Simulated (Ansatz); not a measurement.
Relaxed SrTiO3 (cubic perovskite):

```
SrTiO3
1.0
    3.93641     0.00000     0.00000
    0.00000     3.93641     0.00000
    0.00000     0.00000     3.93641
Sr Ti O
1 1 3
Direct
  0.00000   0.00000   0.00000
  0.50000   0.50000   0.50000
  0.00000   0.50000   0.50000
  0.50000   0.50000   0.00000
  0.50000   0.00000   0.50000
```

Method: PBE (plane waves to 420 eV, PAW, scalar-relativistic; Ansatz, a quantum-chemistry and plane-wave program). k mesh 7×7×7 (Γ-centred), Fermi-Dirac smearing 0.05 eV. SrTiO3 is run without spin polarisation. SrTiO3 was relaxed with its symmetry unable to fall.

One atom of the cell was then moved (with its periodic images), all else fixed, and the forces (eV/Å) came out as:

```csv
atom,Fx,Fy,Fz
Sr1,-0.956,-0.956,-0.956
Ti2,3.361,3.361,3.361
O3,-2.114,-0.145,-0.145
O4,-0.145,-0.145,-2.114
O5,-0.145,-2.114,-0.145
```

### Question
Which atom was moved, and by which vector (Å)?

### Answer
Ti2, by (-0.27, -0.27, -0.27), 0.47 Å in all.

(A displaced cell: forces are minus the slopes of the energy, force constants its curvatures, and phonons follow from these.)
